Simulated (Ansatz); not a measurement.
The guess for Na2RuAuC6N6 was made by a generator: cyanide-bridged rock-salt net of two metals, 2 guest cations a cell (Fm-3m, No. 225). Its size is a rough estimate.

```
Na Ru C Au N
1.0
     0.00000    5.07200    5.07200
     5.07200    0.00000    5.07200
     5.07200    5.07200    0.00000
Na Ru C Au N
2 1 6 1 6
Direct
  0.25000 0.25000 0.25000
  0.75000 0.75000 0.75000
  0.50000 0.50000 0.50000
  0.81102 0.18898 0.18898
  0.18898 0.81102 0.18898
  0.18898 0.18898 0.81102
  0.18898 0.81102 0.81102
  0.81102 0.18898 0.81102
  0.81102 0.81102 0.18898
  0.00000 0.00000 0.00000
  0.69568 0.30432 0.30432
  0.30432 0.69568 0.30432
  0.30432 0.30432 0.69568
  0.30432 0.69568 0.69568
  0.69568 0.30432 0.69568
  0.69568 0.69568 0.30432
```

All numbers below come from DFT PBE, scalar-relativistic, plane waves, PAW in Ansatz. Cutoff 420 eV, Gaussian smearing, Γ-centred meshes. Cell and atoms relax first on a coarse mesh and then on a finer one. In between, the cell is made exact in the group found at 0.06 Å. In metals the finer mesh still leaves noise of several meV/atom or more. The steps can't lower the symmetry of their start. Collinear spin, starting moments Ru 1.0 μB.

A guess keeps its type if space group and coordination stay and the shape of the cell changes little (axis ratios within about 15 %, angles within 6°); the volume may change.

Task: Does this structure survive the relaxation?

Result: It keeps its type. The symmetry stays Fm-3m (No. 225). The volume per atom grows by 27.6 %, from 16.3 to 20.8 Å³. The shortest distance goes from 1.17 Å (C–N) to 1.18 Å (C–N). Counting neighbours within 15 % of an atom's shortest distance, the start has Au 6, C 1, N 1, Na 24, Ru 6 and the end Au 6, C 1, N 1, Na 24, Ru 6.

The last run used collinear spin, a 6×6×6 mesh for its 16-atom cell and Gaussian smearing of 0.10 eV. Spin–orbit coupling, which can matter for Au, is left out. The magnetic state reached may not be the lowest. Symmetry constrained the relaxation, so the result can be a saddle point.
